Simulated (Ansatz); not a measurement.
The elements of this relaxed trial crystal are hidden behind letters.

```
lattice vectors (Å)
   0.0000    4.4243    4.4243
   4.4243    0.0000    4.4243
   4.4243    4.4243    0.0000
fractional positions
X 0.5000 0.0000 0.0000
X 0.0000 0.5000 0.5000
X 0.0000 0.5000 0.0000
X 0.5000 0.0000 0.5000
X 0.0000 0.0000 0.5000
X 0.5000 0.5000 0.0000
X 0.5000 0.5000 0.5000
Z 0.0000 0.0000 0.0000
```

All numbers below come from DFT PBE, scalar-relativistic, plane waves, PAW (Ansatz 0.2.0). Settings of the last relaxation (8-atom cell): 420 eV, 8×8×8 k points, Gaussian smearing of 0.10 eV, no spin polarisation.

| Item | Value |
| --- | --- |
| Space group | Fm-3m (No. 225) |
| Conventional cell | a = 8.849 Å |
| Volume per atom | 21.65 Å³ |
| Density | 6.09 g/cm³ |
| Energy over the elements | +0.49 eV/atom |
| Gap on the 8×8×8 mesh of the 8-atom cell | 0 eV (a metal) |

Energies are uncorrected and count from the elements' standard states at the same level.

Question: X is a p-block element of period 4 and Z is a p-block element of period 5. Which elements are they?

Answer: X = Ge, Z = I, so the formula is Ge7I. Density times volume gives a mean mass of 6.09 × 21.65/1.6605 = 79.4 u per atom, and this set has 79.4 u. Ge on a site of symmetry mmm has 10 Ge at 3.13 Å and 2 I at 3.13 Å; Ge on a site of symmetry m-3m is surrounded by 12 Ge at 3.13 Å; I is surrounded by 12 Ge at 3.13 Å. Other sets within the hints have nearly the same mass, so mass alone doesn't settle it; this one was computed.

Spin–orbit coupling, which can matter for I, is left out. A structure relaxed within its symmetry needn't be a true minimum.
